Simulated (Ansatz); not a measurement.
Input:

SrNbNO2:
```xyz
5
Lattice="3.9777 0.0000 0.0000 0.0000 3.9777 0.0000 0.0000 0.0000 4.0332" Properties=species:S:1:pos:R:3 pbc="T T T"
Sr     0.0000     0.0000     0.0000
Nb     1.9889     1.9889     2.0166
N      1.9889     1.9889     0.0000
O      1.9889     0.0000     2.0166
O      0.0000     1.9889     2.0166
```

This is the LDA-relaxed structure.

Q: All from LDA in the plane-wave PAW code Ansatz, unless another level is named. Estimate the highest zone-centre frequency.

A: 603 cm⁻¹.

Q: What about the bulk modulus (Birch–Murnaghan fit)?

A: 209 GPa.

Space group P4/mmm. The first step of the workflow began from a Materials Project structure, measured or hypothetical; the Crystallography Open Database copy checked does not list it. With N and O taken as one species the cell has the higher symmetry Pm-3m, so it may be an ordered model of a mixed-site phase. Whether it is the stable phase at ambient conditions was not checked. Symmetry was held in the LDA relaxation. At this level the phase is dynamically unstable (imaginary phonons). The run is not spin-polarised. A small band overlap can be real or an error of a semilocal functional. As this level gives no gap, phonon frequencies hold no LO–TO term and depend on the k-mesh and smearing (Fermi–Dirac, 0.1 eV here).

Potentials: the later of the program's two PAW sets.
